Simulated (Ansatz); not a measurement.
Put Na6PtSe in Fm-3m (No. 225): Na on 24d; Pt on 4b; Se on 4a.

The calculation used DFT PBE, scalar-relativistic, plane waves, PAW in Ansatz. Cutoff 420 eV, Γ-centred mesh, Gaussian smearing, no spin polarisation.

Energies over the elements count from the elements' standard structures at the same level, with no fitted energy shifts.

Task: Predict the relaxed structure.

Result:

Space group Fm-3m (No. 225). a = 9.160 Å, b = 9.160 Å, c = 9.160 Å, α = 90.00°, β = 90.00°, γ = 90.00°
| atom | site | symmetry | x | y | z |
| --- | --- | --- | --- | --- | --- |
| Na | 24d | m.mm | 0.0000 | 0.7500 | 0.7500 |
| Pt | 4b | m-3m | 0.5000 | 0.0000 | 0.0000 |
| Se | 4a | m-3m | 0.0000 | 0.0000 | 0.0000 |

Na has 2 Pt at 3.24 Å, 2 Se at 3.24 Å and 8 Na at 3.24 Å; Pt is surrounded by 12 Na at 3.24 Å; around Se lie 12 Na at 3.24 Å.

Task: Where does its energy lie, and is it a metal?

Result: The energy over the elements is −0.27 eV/atom and the gap on the 8×8×8 mesh of the 8-atom cell is 0 eV (a metal). Whether it is stable depends on the other phases of the system, which aren't compared here.

The last run used Gaussian smearing of 0.10 eV. These runs have no spin–orbit coupling, which can matter for Pt. The reference form of Se is held partly by dispersion forces, which this level lacks. A structure relaxed within its symmetry needn't be a true minimum.
